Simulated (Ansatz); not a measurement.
# Structures of NaTi3Bi2: which is lowest?

Plane-wave DFT in Ansatz with scalar-relativistic PAW potentials, cutoff 420 eV, Γ-centred meshes chosen by cell and gap, Gaussian smearing with energies taken to zero width. Every cell was relaxed (cell and atoms) in a run of its own, within the symmetry of its start. Functional: PBE.

Relaxed structures (starts from databases or built by putting these elements on another compound's sites):
A. P6_3/mmc, 12 atoms in the computed cell, a = 3.260 Å, c = 30.433 Å; sites (symmetry × multiplicity) Na -6m2 × 2, Ti -3m. × 2 + 3m. × 4, Bi 3m. × 4; start: built
B. P6/mmm, 6 atoms in the computed cell, a = 6.046 Å, c = 4.626 Å; sites (symmetry × multiplicity) Na 6/mmm × 1, Ti mmm × 3, Bi -6m2 × 2; start: built

Rank them by energy. Could pressure change the order?

```tsv
structure	group	E − E(lowest) (meV/atom)	V (Å³/atom)	gap on mesh (eV)
B	P6/mmm	0.0	24.41	0.00
A	P6_3/mmc	252	23.34	0.00
```

B is lowest, 252 meV/atom under A. A is denser by 1.07 Å³/atom, so pressure favours it: ΔE/ΔV, with ΔE in eV and 1 eV/Å³ = 160.2 GPa, gives about 38 GPa for equal enthalpy if both cells were rigid; at such pressures compression changes ΔV much, so this is a scale only. Other structures may lie lower than all of these, and vibrations aren't counted.

Spin-orbit coupling is left out, which matters for the bands of heavy elements. For Tl, Pb and Bi spin-orbit coupling shifts energies too.